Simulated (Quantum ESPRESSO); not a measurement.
Empty bands for a GW run on Sr2OsH6 (space group Fm-3m, No. 225): 162 bands on a 4×4×4 mesh, LDA, PseudoDojo standard norm-conserving files, scalar-relativistic, Quantum ESPRESSO. The input, in which only the diagonalization keyword changes:

```
&CONTROL
  calculation = 'nscf'
  pseudo_dir = './pseudo'
  outdir = './out'
/
&SYSTEM
  ibrav = 0
  nat = 9
  ntyp = 3
  ecutwfc = 74.0
  ecutrho = 296.0
  occupations = 'fixed'
  force_symmorphic = .true.
  nbnd = 162
/
&ELECTRONS
  conv_thr = 9.000000000000001e-09
  diago_full_acc = .true.
  diago_thr_init = 1e-08
  diagonalization = 'david'
/
ATOMIC_SPECIES
H 1.0080 H.upf
Sr 87.6200 Sr.upf
Os 190.2300 Os.upf
CELL_PARAMETERS angstrom
  0.000000000000   3.812280000000   3.812280000000
  3.812280000000   0.000000000000   3.812280000000
  3.812280000000   3.812280000000   0.000000000000
ATOMIC_POSITIONS crystal
H   0.773850000000   0.773850000000   0.226150000000
H   0.226150000000   0.226150000000   0.773850000000
H   0.226150000000   0.773850000000   0.773850000000
H   0.773850000000   0.226150000000   0.226150000000
H   0.773850000000   0.226150000000   0.773850000000
H   0.226150000000   0.773850000000   0.226150000000
Sr   0.750000000000   0.750000000000   0.750000000000
Sr   0.250000000000   0.250000000000   0.250000000000
Os   0.000000000000   0.000000000000   0.000000000000
K_POINTS automatic
4 4 4 0 0 0
```

```json
[
 {"diagonalization": "david", "mean iterations per k point": "26", "rough time": "1", "largest change of an eigenvalue (eV)": "–"},
 {"diagonalization": "cg", "mean iterations per k point": "45", "rough time": "about 6×", "largest change of an eigenvalue (eV)": "2e-07"},
 {"diagonalization": "paro", "mean iterations per k point": "16", "rough time": "within a factor of two", "largest change of an eigenvalue (eV)": "3e-08"}
]
```

An iteration means different work in each solver, so the counts don't rank them. Times are rough ratios from shared machines.

Spin-orbit coupling is not included.

Geometry of the Materials Project entry, not relaxed at this level.
